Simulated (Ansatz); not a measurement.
Consider the following.

SiO$_{2}$:
Space group P4₂/mnm (No. 136); a = b = 4.1550 Å, c = 2.6614 Å, α = β = γ = 90.00°

```
atom  site  symmetry       x       y       z
----  ----  --------  ------  ------  ------
Si      2a      m.mm  0.0000  0.0000  0.0000
O       4f      m.2m  0.3056  0.3056  0.0000
```

This is the LDA-relaxed structure.

**Question.** All from the program Ansatz at the LDA level (PAW), unless another level is named. Predict the hole effective mass.

**Answer.** 1.1, 1.1, 1.7 mₑ (principal values).

**Question.** Predict the band gap.

**Answer.** 5.82 eV (direct).

**Question.** And the formation energy from the elements (no fitted shifts)?

**Answer.** -2.92 eV/atom.

**Question.** Give the electron effective mass.

**Answer.** 0.40, 0.52, 0.52 mₑ (principal values).

Space group P4_2/mnm (rutile). This is a known high-pressure phase of the composition, computed here at zero pressure and temperature. The LDA relaxation kept the symmetry of its start; its stability against distortions is not shown here. The references are the lowest solids computed at this level, not always the standard phases (solids in place of the gases).

Potentials: the earlier of the program's two PAW sets. The files were generated under PBE; for other functionals the program regenerates the frozen cores, and for LDA and PBEsol the local potential too.
